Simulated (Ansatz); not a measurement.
TlBr (CsCl type, Pm-3m), plane-wave PAW LDA (Ansatz code). The conduction-band minimum lies at X, with 3 equivalent valleys. Second derivatives d²E/dk² of the lowest band at one valley (eV·Å²), along Cartesian directions:

| direction | d²E/dk² |
|---|---|
| [100] | 41.05 |
| [010] | 41.05 |
| [001] | 66.02 |
| [110] | 41.06 |
| [101] | 53.50 |
| [011] | 53.50 |

Question: Find the principal effective masses, the density-of-states mass and the conductivity mass.

Answer: Off-diagonal terms follow from H_xy = H[110] − (H_xx + H_yy)/2, and m*/mₑ = 7.620 eV·Å² over each eigenvalue: 0.12, 0.19, 0.19. One valley's DOS mass (m₁m₂m₃)^(1/3) = 0.16, conductivity mass 3/(Σ 1/mᵢ) = 0.15 mₑ.

Question: What effective density of states Nc follows at 300 K for parabolic valleys?

Answer: Nc = 2.509e19 × 3 × (0.16)^(3/2) ≈ 4.8e18 cm⁻³.

The cell was relaxed with LDA under the symmetry of its start. Spin–orbit coupling is left out wherever it is not named.

Potentials: the later of the program's two PAW sets.

Edges and masses are those of Kohn–Sham bands, whose gap is no quasiparticle gap.
